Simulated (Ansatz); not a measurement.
# From the elastic tensor of ZrMn₂N₂ to moduli and sound speeds

Computed with Ansatz 0.2.0, DFT PBE, scalar-relativistic, plane waves, PAW. Settings: 420 eV plane-wave cutoff, Γ-centred 12×12×6 mesh, Gaussian smearing of 0.10 eV. Collinear spin, site moments -0.1, 1.0, 1.0, 0.0, 0.0 μB.

Space group P-3m1 (No. 164), trigonal, a = 3.020 Å, c = 6.654 Å. Zr has 6 N at 2.27 Å, 6 Mn at 2.90 Å and 6 Zr at 3.02 Å; Mn is surrounded by 3 N at 1.95 Å, 3 Mn at 2.67 Å, 1 N at 2.88 Å and 3 Zr at 2.90 Å; N has 3 Mn at 1.95 Å and 3 Zr at 2.27 Å.

The structure comes from a generated guess, relaxed at this level; another structure or a mixture of phases may lie lower. In a metal, frequencies and elastic constants depend on the k mesh and the smearing, soft modes and shear constants most.

Relaxed-ion constants (GPa, on the Cartesian axes of the calculation):
C11 = 387.1, C12 = 159.4, C13 = 160.3, C14 = -13.6, C22 = 387.1, C23 = 160.3, C24 = 13.6, C33 = 325.9, C44 = 103.5, C55 = 103.5, C56 = -13.7, C66 = 113.9 GPa; the others vanish.

Density 7.240 g/cm³; 5 atoms in 52.55 Å³.

With S = C⁻¹: B_V = (C11+C22+C33+2(C12+C13+C23))/9, G_V = (C11+C22+C33−C12−C13−C23+3(C44+C55+C66))/15, 1/B_R = S11+S22+S33+2(S12+S13+S23), 15/G_R = 4(S11+S22+S33−S12−S13−S23)+3(S44+S55+S66); Hill is their mean. Then v_l = √((B+4G/3)/ρ), v_t = √(G/ρ), v_m = [(2/v_t³+1/v_l³)/3]^(−1/3) and Θ = (ħ/k_B)·v_m·(6π²n/V)^(1/3) for n atoms in the volume V; E = 9BG/(3B+G), ν = (3B−2G)/(2(3B+G)) and A^U = 5G_V/G_R + B_V/B_R − 6.

```json
{"Bulk modulus, Voigt / Reuss / Hill": "228.9 / 227.4 / 228.1 GPa", "Shear modulus, Voigt / Reuss / Hill": "105.5 / 103.5 / 104.5 GPa", "Young's modulus": "272 GPa", "Poisson ratio": "0.301", "Pugh ratio B/G": "2.18 (over 1.75, the rule of thumb for ductile)", "Universal anisotropy index": "0.10", "Longitudinal and transverse sound speeds": "7124 and 3799 m/s", "Debye temperature from the mean sound speed": "577 K"}
```
